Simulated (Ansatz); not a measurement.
Relaxed-ion elastic tensor of CoSi in space group P2_13 (No. 198; Co on 4a, Si on 4a) in GPa (Voigt order), plane-wave PAW r²SCAN (Ansatz code); density 6.86 g/cm³, 10.52 Å³ per atom.

```csv
,1,2,3,4,5,6
1,416,160,160,0.0,0.0,0.0
2,160,416,160,0.0,0.0,0.0
3,160,160,416,0.0,0.0,0.0
4,0.0,0.0,0.0,135,0.0,0.0
5,0.0,0.0,0.0,0.0,135,0.0
6,0.0,0.0,0.0,0.0,0.0,135
```

Task: Is the crystal mechanically stable?

Result: Yes: the smallest eigenvalue of C is 135 GPa.

Task: Work out the Voigt, Reuss and Hill averages.

Result: K_V = 245, K_R = 245, K_H = 245; G_V = 132, G_R = 132, G_H = 132 GPa.

Task: Give Young's modulus, Poisson's ratio, Pugh's ratio and the universal anisotropy index.

Result: E = 9KG/(3K + G) = 336 GPa; ν = 0.27; K/G = 1.85 (ductile by the Pugh limit of 1.75); A_U = 5G_V/G_R + K_V/K_R − 6 = 0.00.

Task: Estimate the sound speeds and the Debye temperature.

Result: v_l = √((K + 4G/3)/ρ) = 7840 m/s, v_t = √(G/ρ) = 4390 m/s, mean 4890 m/s; Θ = (h/k)(3n/4πV)^(1/3) v_m = 664 K.

Task: Give the Zener ratio and Young's modulus along [100], [110] and [111].

Result: A = 2C44/(C11 − C12) = 1.05; 1/E = S11 − 2(S11 − S12 − S44/2)Γ with Γ = 0, 1/4, 1/3 gives 328, 339, 342 GPa.

Task: Solve the Christoffel equation for the three sound speeds along [100], [110], [111].

Result: Eigenvalues of C_ijkl n_j n_l equal ρv². In km/s, slowest first: [100] 4.44, 4.44, 7.79; [110] 4.32, 4.44, 7.85; [111] 4.36, 4.36, 7.87.

The r²SCAN relaxation kept the symmetry of its start. The workflow began spin-polarised and lost its moments. As this level gives no gap, shear constants depend on the k-mesh and smearing (Fermi–Dirac, 0.1 eV here).

Potentials: the later of the program's two PAW sets.
